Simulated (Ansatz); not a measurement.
The start is a randomly generated symmetric cell of Ge2Sb2Te5 (space group No. 191). Cell shape, volume and atoms are optimised at zero target pressure with r2SCAN (plane waves to 500 eV, PAW, scalar-relativistic; Ansatz, a quantum-chemistry and plane-wave program). The first steps use a coarse 4×4×5 k-mesh.

The start:
```
Ge2Sb2Te5
1.0
    8.31280     0.00000     0.00000
   -4.15640     7.19909     0.00000
    0.00000     0.00000     4.54317
Ge Sb Te
2 2 5
Direct
  0.33333   0.66667   0.00000
  0.66667   0.33333   0.00000
  0.33333   0.66667   0.50000
  0.66667   0.33333   0.50000
  0.50000   0.00000   0.00000
  0.00000   0.50000   0.00000
  0.50000   0.50000   0.00000
  0.00000   0.00000   0.75509
  0.00000   0.00000   0.24491
```

Which atoms feel the largest initial force, and how large is it?

About 3.6 eV/Å, on Te8, Te9 (atoms numbered as listed).

How does the volume change?

+48.9 %, from 30.21 to 45.00 Å³/atom.

How do the shortest distances between atoms change?

The closest pairs of elements (up to four, under 3.6 Å), start → end: Te–Te 2.23 → 2.71 Å; Ge–Sb 2.27 → 2.71 Å; Ge–Te 2.40 → 2.68 Å; Sb–Te 3.30 → 3.81 Å.

What band gap does the relaxed structure have at this level?

Zero (metallic).

Write out the relaxed structure.


Space group P6/mmm (No. 191); a = b = 9.2923 Å, c = 5.4155 Å, α = β = 90.00°, γ = 120.00°

```csv
atom,site,symmetry,x,y,z
Ge,2c,-6m2,0.3333,0.6667,0.0000
Sb,2d,-6m2,0.3333,0.6667,0.5000
Te,3f,mmm,0.0000,0.5000,0.0000
Te,2e,6mm,0.0000,0.0000,0.2498
```

The space group stays P6/mmm (No. 191) (the run could not lower it), with 9 atoms in the primitive cell. Final values are on a 6×6×9 k-mesh of the relaxed cell. The relaxed cell holds bonded Te–Te pairs (2.71 Å). No spin polarisation in the result.

The run could not lose the symmetry of its start: the end is stationary, and may be a saddle point rather than a minimum.

The relaxed structure here is a generated cell of Ge2Sb2Te5: the first start was made by a random draw of sites in a space group, and the end was not matched to a known phase here, so it may be hypothetical. Known forms of Ge2Sb2Te5 include space group No. 164.
